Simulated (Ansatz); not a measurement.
Structures of MgO2: which is lowest?

Plane-wave DFT in Ansatz with scalar-relativistic PAW potentials, cutoff 500 eV, Γ-centred meshes chosen by cell and gap, Gaussian smearing with energies taken to zero width. Every cell was relaxed (cell and atoms) in a run of its own, within the symmetry of its start. Functional: r2SCAN.

Relaxed structures (starts from databases or built by putting these elements on another compound's sites):
A. Pa-3, 12 atoms in the computed cell, a = 4.834 Å; sites (symmetry × multiplicity) Mg .-3. × 4, O .3. × 8; start: database
B. R-3m, 3 atoms in the computed cell, a = 3.157 Å, c = 10.386 Å; sites (symmetry × multiplicity) Mg -3m × 3, O 3m × 6; start: database

**Question.** Rank them by energy. Could pressure change the order?

**Answer.**
```tsv
structure	group	E − E(lowest) (meV/atom)	V (Å³/atom)	gap on mesh (eV)
A	Pa-3	0.0	9.41	4.71
B	R-3m	86	9.96	3.16
```

A is lowest, 86 meV/atom under B. The lowest is also the densest of these, so pressure wouldn't bring one of the others in at first order. Other structures may lie lower than all of these, and vibrations aren't counted.